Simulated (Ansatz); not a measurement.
A geometry of WSe₂ away from equilibrium: step 3 of the relaxation of a relaxed WSe2 cell stretched uniformly to 115 % of its volume. The numbers are results of r2SCAN (plane waves to 500 eV, PAW, scalar-relativistic; Ansatz, a quantum-chemistry and plane-wave program), not measurements. Γ-centred k-mesh 8×8×2 on the run's cell (coarser than for final values), Fermi–Dirac smearing 0.05 eV. The plane waves were selected for a different cell earlier on the path.

```yaml
crystal:
  lattice:
    - [3.27178, 0.00000, 0.00000]
    - [-1.63589, 2.83345, 0.00000]
    - [0.00000, 0.00000, 13.88629]
  atoms:
    - { symbol: W, position: [0.33333, 0.66667, 0.25000] }
    - { symbol: W, position: [0.66667, 0.33333, 0.75000] }
    - { symbol: Se, position: [0.33333, 0.66667, 0.62680] }
    - { symbol: Se, position: [0.66667, 0.33333, 0.12680] }
    - { symbol: Se, position: [0.66667, 0.33333, 0.37320] }
    - { symbol: Se, position: [0.33333, 0.66667, 0.87320] }
```

Question: What forces act on the atoms (eV/Å)?

Answer: 
```
atom    Fx    Fy     Fz
----  ----  ----  -----
W1    0.00  0.00   0.00
W2    0.00  0.00   0.00
Se3   0.00  0.00   0.59
Se4   0.00  0.00   0.59
Se5   0.00  0.00  -0.59
Se6   0.00  0.00  -0.59
```

The path ends in P6₃/mmc (No. 194) (AFLOW prototype AB2_hP6_194_c_f (C7, as in MoS2)). No spin polarisation in the result. No dispersion correction is included, so spacings between layers, chains or molecules are soft and tend to come out too large.

The run could not lose the symmetry of its start.

Without dispersion the volume is uncertain too.
